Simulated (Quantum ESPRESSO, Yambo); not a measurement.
CsTaP2O8 (space group C2/m, No. 12). The geometry is that of Materials Project entry mp-559118, symmetrised and not relaxed again. Chain: norm-conserving PBEsol (Quantum ESPRESSO, 84 Ry, without SOC); G0W0 in Yambo (2×2×1 Γ-centred k mesh, bands 2 to 307 and a 7 Ry block in the screening, 307 bands in G with the Bruneval-Gonze terminator, plasmon pole fitted at 27.2 eV); BSE (4×4×2 mesh, 23 valence and 12 conduction bands, static screening with 118 bands and a 3 Ry block, scissor 2.70 eV, Tamm-Dancoff).

| Item | Result |
|---|---|
| PBEsol gap (dense path) | 3.39 eV |
| PBEsol gap (-0.5, -0.5, 0) → Γ on the GW mesh | 3.40 eV |
| PBEsol smallest direct gap on the GW mesh, at Γ | 3.51 eV |
| G0W0 direct gap at that point | 6.21 eV |
| G0W0 correction to the gap (-0.5, -0.5, 0) → Γ | 2.72 eV |
| direct gap on the BSE mesh, with the scissor | 6.16 eV |
| first BSE state allowed for light along x | 5.14 eV |
| lowest BSE state | 4.91 eV |
| binding of the lowest exciton | 1.25 eV |
| RPA electronic dielectric constant along x | 3.01 (4×4×2 mesh, PBEsol bands) |

Rough cost of the Yambo steps against G0W0 for 6 states: BSE about 4×, one RPA spectrum within a factor of two.

Nearest settings tried, and what they do to the gap: 200 bands in W, 200 bands in G: +62 meV; 6 Ry block (359 vectors against 441): -4 meV. Not varied: mesh. So the settings aren't converged at that level. The k mesh is coarse. The BSE states are vertical excitations (zero momentum). Convergence of the RPA response with its 4×4×2 mesh was not tested. Convergence of the binding with the mesh was not shown. Axes are Cartesian, with cell vectors (Å) (4.42, -2.65, 0.00), (4.42, 2.65, 0.00), (-0.52, 0.00, 9.00).

Without spin-orbit coupling, band edges of such heavy elements can be off by tenths of an eV.

The structure is a Materials Project entry; no match was found in the copy of COD used, and its stability was not checked.
